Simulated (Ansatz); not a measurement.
An Ansatz input:

```yaml
crystal:
  lattice:
    - [2.5124836359, 0.0, 0.0]
    - [0.0, 2.5124836359, 0.0]
    - [0.0, 0.0, 2.5124836359]
  atoms:
    - { symbol: Rh, position: [0.0, 0.0, 0.0], spin: 1.0 }
hamiltonian:
  xc: r2scan
  pseudopotentials:
    kind: paw
    azcp:
      Rh: "pseudopotentials/Rh.paw.azcp"
basis:
  ecutwfc: 500
  fft_grid_basis: typed
kpoints:
  mp_grid: { grid: [20, 20, 20], shift: [0, 0, 0] }
magnetization:
  spin_polarized: true
scf:
  occupations: { method: fermi_dirac, width: 0.05 }
```

Output

```
Engine: ansatz 0.2.0, aarch64-unknown-linux-gnu
Pseudopotentials: kind: paw
Pseudopotential: Rh, paw, valence charge 17, recommended cutoff 500 eV (meta_gga) 
Functional definition: r2SCAN
  parameter k0 = 0.174
  parameter k1 = 0.065
  parameter a1 = 4.9479
  exchange = r2scan_x(k0 = k0, k1 = k1, a1 = a1)
  correlation = r2scan_c
Crystal: 1 atoms, lattice volume = 15.860 Å³
Basis set: ecut = 500 eV, 389 PW (Γ), exchange–correlation on 80×80×80 points (64 copies of the dense FFT grid, shifted against one another)
Bands: 13, of which v1, the nominal top of the filled ones, is band 9 counted from 1 (8 counted from 0)
Symmetry: 48 space group operations
Space group: Pm-3m (ITA 221), of the structure as read, at distance tolerance 2.5e-5 Å
Magnetic group: BNS 221.92 (UNI 1594), of the structure as read, at distance tolerance 2.5e-5 Å
k-points: 286 of 8000
Non-local potential: Rh, projectors of the file, l = 0: 3, l = 1: 2, l = 2: 2, l = 3: 1
PAW form: soft (Blöchl's): semilocal exchange-correlation on the pseudo side does not see the compensation charge
PAW frozen core: Rh, regenerated for the run's functional (the file was generated under x = pbe(κ = 0.804, μ = 0.2195149727645171), c = pbe(β = 0.06672455060314922))
PAW one-centre angular grid: Rh, 590 points (default); XC on 160 Gauss nodes
Initial density: superposition of atomic densities (chi_scale 0.1, normalization cell)
Starting moments: Σ|m| = 1 μB on 1 of 1 site
Initial wavefunctions: pseudopotential atomic-orbital guess
Functional: x = r2scan, c = r2scan; τ floored in thin density (d = 2e-4 eV/Å³)
SCF iter   1: F=—  HF=-6414.782058 eV  |F-HF|=—  |Δ(HF+E_count)|=         —  Δρ=4.07e-2 (↑4.07e-2 ↓3.62e-2)  dr2=7.93e-1  dr2_τ=6.47e-3  dr2_m=2.46e-2  M=0.810 μB ∫|m|=0.815 μB  β_m=1.00  ethr=3.10e-3  ⟨swp⟩=5.3  Hψ=41539  notcnv=0
Mixer restart at iter 1: flushing history
SCF iter   2: F=—  HF=-6414.515498 eV  |F-HF|=—  |Δ(HF+E_count)|=   2.67e-1  Δρ=2.30e-2 (↑2.22e-2 ↓2.30e-2)  dr2=2.98e-1  dr2_τ=3.15e-3  dr2_m=2.41e-3  M=0.778 μB ∫|m|=0.799 μB  β_m=1.00  ethr=3.10e-3  ⟨swp⟩=2.0  Hψ=14225  notcnv=0  defer=95  κ⁻¹=1.0e0(r=1)
SCF iter   3: F=—  HF=-6414.437469 eV  |F-HF|=—  |Δ(HF+E_count)|=         —  Δρ=1.18e-2 (↑1.18e-2 ↓1.09e-2)  dr2=8.26e-3  dr2_τ=1.40e-3  dr2_m=1.45e-2  M=0.623 μB ∫|m|=0.656 μB  β_m=1.00  ethr=1.75e-3  ⟨swp⟩=2.6  Hψ=13437  notcnv=0  defer=101
Mixer restart at iter 3: flushing history
...
SCF iter  17: F=—  HF=-6414.484379 eV  |F-HF|=—  |Δ(HF+E_count)|=   3.87e-8  Δρ=2.00e-6 (↑1.65e-6 ↓2.00e-6)  dr2=2.03e-11  dr2_τ=4.17e-11  dr2_m=4.80e-10  M=0.000 μB ∫|m|=0.000 μB  β_m=1.00  ethr=1.00e-12  ⟨swp⟩=3.3  Hψ=17266  notcnv=0  defer=97  κ⁻¹=3.0e-7(r=8)
SCF iter  18: F=—  HF=-6414.484379 eV  |F-HF|=—  |Δ(HF+E_count)|=   2.89e-8  Δρ=5.89e-7 (↑1.85e-7 ↓5.89e-7)  dr2=3.11e-11  dr2_τ=1.46e-12  dr2_m=1.64e-11  M=0.000 μB ∫|m|=0.000 μB  β_m=1.00  ethr=1.00e-12  ⟨swp⟩=3.1  Hψ=17258  notcnv=0  defer=97  κ⁻¹=1.2e-7(r=8)
SCF iter  19: F=-6414.484379 eV  HF=-6414.484379 eV  |F-HF|=2.55e-11  |Δ(HF+E_count)|=   2.49e-9  Δρ=4.07e-7 (↑1.22e-7 ↓4.07e-7)  dr2=2.29e-11  dr2_τ=9.23e-13  dr2_m=8.23e-12  M=0.000 μB ∫|m|=0.000 μB  ethr=1.00e-12  ⟨swp⟩=1.0  Hψ=22099  notcnv=0
SCF 1 converged in 19 iterations: F = -6414.484379 eV  dr2 = 2.29e-11
at 1 of the mixer's solves, the last at iteration 4, it left a direction of its history that read negative out of its fit and stepped the other way along it
WARN: the starting moments were not kept: the SCF closed with an absolute magnetisation of 2.0e-6 μB, where they sum to 1 μB in size (1 site). That is at most 0.1 of that sum. Measured as dr2_m measures the in/out step, that magnetisation stands 2.3e-12 eV from none, at or under the dr2_threshold of 1.0e-7 eV: it is no larger than a step whose dr2_m would equal this threshold. The system may hold no moment; this SCF shows only that its start led to no more than that. To try another start: raise the starting moments (crystal.atoms[].spin, magnetization.per_species, magnetization.initial_magnetization, or on a non-collinear deck that types none of these the spinor_matrix: blocks that start its atoms; where the total moment is fixed, keep their sum and leave initial_magnetization as it is; typed ones take the place of any that the run laid by itself, positive ones on a crystal's lanthanoids without a Hubbard term where scf.initial_density.shell_occupations: [] is typed) or, if the notice of its spin-set hold's release reads "site moments contracting" or "site moments show no strong build", lengthen the hold (scf.mixing.spin_hold: { on: { confirm: 4 } }; for m-r²SCAN on two components see the key's manual first). Each may lead to a state that holds a moment. A second SCF, from the converged charge density, with the starting moments and any scf.initial_density.shell_occupations laid on it anew, would have followed, and was not run: the deck does not ask for one (magnetization.retry_lost_moments is false, the default). To let it run, set magnetization.retry_lost_moments: true and run the deck again, where that key's refused combinations let it; where memory then withholds it, that run's warning says so.
this state was not tested for a lower state beside it, because the mixer in use, unlike msr1, does not test its closes by its own steps (another_mixer; see scf.mixing.algorithm and scf.lower_state_search)
SCF converged after 19 iterations
Magnetization: 0.0000 μB (8.5000 up, 8.5000 down)
Absolute magnetization: 0.0000 μB (∫|ρ↑−ρ↓|, with the PAW one-centre terms)
Spin contamination: 0.0000 ħ² per cell (⟨S²⟩ above its minimum at these occupations)
Per-site moments (μB) at R_I (Å): [(1.637185672329174e-6, 1.0363994998087498)]
Free energy (F): -6414.484379 eV
Harris-Foulkes:  -6414.484379 eV  (|F-HF|=2.55e-11)
Internal energy: -6414.471750 eV  (E = F + TS)
E sigma→0 (E₀):  -6414.478065 eV
Entropy (-TS):   -0.012629 eV (-12.629 meV/atom)
Fermi energy:    18.577964 eV
--- Per-component energies (eV) ---
  E_band       = -157.264099
  E_kinetic    = 573.923579
  E_local      = -1829.346388  (includes V_loc(G=0)·N_el)
  E_nonlocal   = 358.511971
  E_hartree    = 654.066973
  E_xc         = -215.921805
  E_vxc        = -312.723217  (∫ρ·V_xc dr)
  E_paw        = -3605.588863  (= ΣΔE_a)
  E_vpaw       = -276.930457  (= ΣTr[D̂ρ^β])
  E_aug_tail   = 0.000681  (compensation charges beyond the density's cutoff)
  E_vtau       = 21.166034  (kinetic-family band-sum trace: ∫τ·v_τ [+ j·A + Jᵃ·Aᵃ] dr)
  E_ewald      = -2349.747939
  E_core_change = -0.369959  (= ΣΔE_core)
  E_smearing   = -0.012629  (= −TS)
  E_closure    = 0.000000  (closes the sum)
  Σ components = -6414.484379   (vs F -6414.484379, Δ=0.00e0)
```
